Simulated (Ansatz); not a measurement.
Relaxed MoS₂ (space group R3m):

```
CELL_PARAMETERS angstrom
      3.12630     1.80497    11.98194
     -1.56315     0.90249     5.99097
      0.00000    -1.80497     5.99097
ATOMIC_POSITIONS crystal
  Mo 0.49988 0.99976 0.99976
  Mo 0.99988 0.99976 0.99976
  S  0.20974 0.41948 0.41948
  S  0.70974 0.41948 0.41948
  S  0.12339 0.24678 0.24678
  S  0.62339 0.24678 0.24678
```

A phonon eigenvector at L = (0.5, 0.0, 0.0) is frozen into this cell: atom i moves by Q times the vector below, so Q is the largest atomic displacement, in Å. The cell is held. (q is in reciprocal vectors of the primitive cell; the cell shown is doubled to hold the pattern.)

```tsv
atom	x	y	z
Mo1	-0.866	-0.500	0.032
Mo2	0.866	0.500	-0.032
S3	-0.070	-0.041	0.712
S4	0.070	0.041	-0.712
S5	-0.039	-0.023	-0.731
S6	0.039	0.023	0.731
```

Level of theory: LDA (plane waves to 420 eV, PAW, scalar-relativistic; Ansatz, a first-principles code). k mesh 6×12×12 (Γ-centred), Fermi-Dirac smearing 0.05 eV. The energy includes the smearing's −TS. Stress and pressure are positive under compression. As the smearing reaches across the gap at some points, energies and forces of such displacements shift with the k mesh and the smearing. MoS2 is run without spin polarisation. MoS2 was relaxed with its symmetry unable to fall. This is one of several known forms of MoS2; the measured ambient cells at hand have space group No. 194. The zero of ΔE is the undisplaced structure.

| Q (Å) | ΔE (meV/cell) | −dE/dQ from forces (eV/Å) | P (GPa) |
|---|---|---|---|
| -0.280 | 1764 | 11.034 | 3.9 |
| -0.233 | 1284 | 9.537 | 2.7 |
| -0.187 | 869 | 8.336 | 1.7 |
| -0.140 | 508 | 6.959 | 1.0 |
| -0.093 | 231 | 4.866 | 0.4 |
| -0.047 | 58 | 2.490 | 0.1 |
| 0.000 | 0 | 0.000 | 0.0 |
| 0.047 | 58 | -2.490 | 0.1 |
| 0.093 | 231 | -4.866 | 0.4 |
| 0.140 | 508 | -6.959 | 1.0 |
| 0.187 | 869 | -8.336 | 1.7 |
| 0.233 | 1284 | -9.537 | 2.7 |
| 0.280 | 1764 | -11.034 | 3.9 |

Derived quantities:

* **Energy at Q = 0.280 Å**: 1764 meV/cell
* **Space group of the distorted cell**: Cm (No. 8), lowered from R3m
* **Symmetry of the curve**: even: the same for both signs
* **Shape of the curve**: a single well with its minimum at or next to zero displacement
* **Harmonic wavenumber from the curvature (finite differences)**: 238 cm⁻¹
* **Wavenumber by perturbation theory (DFPT, on another k mesh)**: 237 cm⁻¹

The 13 points together took around 10 core-minutes (rough).

(A displaced cell: forces are minus the slopes of the energy, force constants its curvatures, and phonons follow from these.)
